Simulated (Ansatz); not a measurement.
# EuSb: from a first guess to the relaxed zincblende type

First guess:

```
CELL_PARAMETERS angstrom
0.00000 3.21951 3.21951
3.21951 0.00000 3.21951
3.21951 3.21951 0.00000
ATOMIC_POSITIONS crystal
Eu 0.00000 0.00000 0.00000
Sb 0.25000 0.25000 0.25000
```

These are results of Ansatz 0.2.0, DFT, PBE, PAW with Ansatz's default frozen-core files, scalar-relativistic, not measurements.

Cell and atoms relax within the symmetry of the start on a 9×9×9 k mesh with 0.03 eV Fermi–Dirac smearing, from parallel moments.

The start is built from a prototype, known or not as a phase of this compound; the cutoff is 420 eV.

Where the f shell is localised, expect the real compound to differ from this run without U.

Spin–orbit coupling is left out, though it moves levels of the heavy atoms by tenths of an eV or more.

The magnetic state is the one reached from parallel moments; other orders may lie lower.

Question: What is the pressure of the first guess?

Answer: 16.47 GPa.

Question: What does it relax to?

Answer: a = 7.262 Å, b = 7.262 Å, c = 7.262 Å, α = 90.00°, β = 90.00°, γ = 90.00° (conventional cell), 47.87 Å³ per atom:
```cif
data_structure
_symmetry_space_group_name_H-M 'F-43m'
_symmetry_Int_Tables_number 216
_cell_length_a 7.2621
_cell_length_b 7.2621
_cell_length_c 7.2621
_cell_angle_alpha 90.000
_cell_angle_beta 90.000
_cell_angle_gamma 90.000
_cell_volume 382.99
loop_
_atom_site_label
_atom_site_type_symbol
_atom_site_symmetry_multiplicity
_atom_site_Wyckoff_symbol
_atom_site_fract_x
_atom_site_fract_y
_atom_site_fract_z
_atom_site_occupancy
Eu1 Eu 4 a 0.00000 0.00000 0.00000 1
Sb1 Sb 4 d 0.25000 0.25000 0.75000 1
```

Question: How much energy does the relaxation release?

Answer: 552 meV/atom.

Question: What moment does the relaxed primitive cell (2 atoms) carry?

Answer: 6.00 μB.
